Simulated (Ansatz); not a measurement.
A geometry of BePd away from equilibrium: step 14 of the relaxation of a generated trial cell of BePd in the AFLOW prototype AB_hP4_194_c_a (B8_1, as in NiAs). All values below come from PBE (plane waves to 420 eV, PAW, scalar-relativistic; Ansatz, a first-principles code). Γ-centred k-mesh 11×11×7 on the run's cell (coarser than for final values), Fermi–Dirac smearing 0.05 eV.

```xyz
4
Lattice="3.0287 0.0000 0.0000 -1.5143 2.6229 0.0000 0.0000 0.0000 5.9884" Properties=species:S:1:pos:R:3:forces:R:3 pbc="T T T" free_energy=-14132.354 pressure_GPa=5.0
Pd     0.0000     0.0000     0.0000    0.0000    0.0000    0.0000
Pd     0.0000     0.0000     2.9942    0.0000    0.0000    0.0000
Be     0.0000     1.7486     1.4971    0.0000    0.0000    0.0000
Be     1.5143     0.8743     4.4913    0.0000    0.0000    0.0000
```

Positions in Å, forces in eV/Å, free energy of the cell in eV (comparable only within this code, potentials and settings). Largest force: all forces are below 0.005 eV/Å; the geometry lies 0.08 eV/atom above the end of its relaxation.

No spin polarisation in the result.

The run could not lose the symmetry of its start: the end is stationary, and may be a saddle point rather than a minimum.

All atoms sit on sites fixed by symmetry, so only the cell could relax.

The end of the path is a generated cell of BePd: the first start was made by placing the elements on the sites of a structure type, and the end was not matched to a known phase here, so it may be hypothetical.
